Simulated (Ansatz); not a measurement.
Here is an unrelaxed guess for ScAlN2.

```cif
data_structure
_symmetry_space_group_name_H-M 'R-3m:H'
_symmetry_Int_Tables_number 166
_cell_length_a 4.2451
_cell_length_b 4.2451
_cell_length_c 12.6555
_cell_angle_alpha 90.000
_cell_angle_beta 90.000
_cell_angle_gamma 120.000
_cell_volume 197.51
loop_
_atom_site_label
_atom_site_type_symbol
_atom_site_symmetry_multiplicity
_atom_site_Wyckoff_symbol
_atom_site_fract_x
_atom_site_fract_y
_atom_site_fract_z
_atom_site_occupancy
Sc1 Sc 3 b 0.33333 0.66667 0.16667 1
Al1 Al 3 a 0.00000 0.00000 0.00000 1
N1 N 6 c 0.00000 0.00000 0.18685 1
```

Theory: DFT PBE, scalar-relativistic, plane waves, PAW in Ansatz. Cutoff 420 eV; k points 6×6×6 on the computed 4-atom cell (Γ-centred); Gaussian smearing, width 0.10 eV; no spin polarisation.

Energies over the elements count from the elements' standard structures at the same level (N₂ as a molecule), with no fitted energy shifts.

**Question.** What does a single point on this coarse mesh give?

**Answer.** The pressure is -17.6 GPa (the mean over three directions, positive in compression), the largest force is 0.69 eV/Å, and the energy is +0.75 eV/atom against the elements. The shortest distance is 2.36 Å.

**Question.** Is it a good guess?

**Answer.** A poor one: relaxing gains about 1.3 eV/atom in 17 ionic steps and ends at −0.564 eV/atom on the finer mesh. The symmetry stays R-3m (No. 166). The volume per atom shrinks by 33.6 %, from 16.5 to 10.9 Å³. The shortest distance goes from 2.36 Å (Al–N) to 1.84 Å (Al–N). The ratio c/a of the conventional cell changes by a factor of 0.60. Conventional cell: a = 4.396 Å, c = 7.839 Å. Sc has 2 N at 2.08 Å, 6 N at 2.59 Å and 6 Al at 2.85 Å; Al has 2 N at 1.84 Å, 6 N at 2.65 Å and 6 Sc at 2.85 Å; N is surrounded by 1 Al at 1.84 Å, 1 Sc at 2.08 Å and 3 Sc at 2.59 Å.

The last run used a 12×12×12 mesh for its 4-atom cell and Gaussian smearing of 0.02 eV. The relaxation can't lower the symmetry of the start, and the grade says only how near the guess is to its own end. A structure relaxed within its symmetry needn't be a true minimum. Another cell of ScAlN2 relaxed alike, in I4_1/amd (a Materials Project cell), lies 0.86 eV/atom lower, so this cell isn't the stable form at this level.
